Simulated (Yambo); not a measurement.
K$_{2}$PtBr$_{4}$: sweep of GW parameters

G0W0@PBEsol for K2PtBr4 (space group P4/mmm, No. 123) in Yambo. Reference settings: 2×2×2 Γ-centred k mesh, bands 5 to 336 and a 7 Ry block in the screening, 336 bands in G with the Bruneval-Gonze terminator, plasmon pole fitted at 27.2 eV. The PBEsol gap X → M on this mesh is 1.38 eV; G0W0 gaps are taken between the same points.

```tsv
change from the reference	G0W0 gap X → M (eV)	shift of the valence edge (eV)	rough Yambo cost
reference settings	3.57	-1.08	1
123 bands in W, 123 bands in G	3.57	-0.81	about 1/2
214 bands in W, 214 bands in G	3.57	-0.98	within a factor of two
123 bands in G	3.58	-1.01	–
214 bands in G	3.57	-1.06	–
152 bands in W	3.56	-0.92	within a factor of two
1 Ry block	3.82	-1.04	about 1/2
6 Ry block	3.56	-1.06	within a factor of two
no random integration	3.55	-1.03	–
123 bands in G, no terminator	3.56	-0.41	–
214 bands in G, no terminator	3.57	-0.73	–
```

The reference isn't shown to be the converged limit. Costs are rough (shared machines), scaled to the same edge states, and given only for runs that recompute the screening.

Spin-orbit coupling is left out, which matters for elements this heavy: edges can move by tenths of an eV.

Geometry of the Materials Project entry, not relaxed at this level; primitive cell a = b = 7.406 Å, c = 4.365 Å, α = β = γ = 90.00°.

The structure is a Materials Project entry; no match was found in the copy of COD used, and its stability was not checked.

A shift is the quasiparticle energy of the state minus its PBEsol energy.
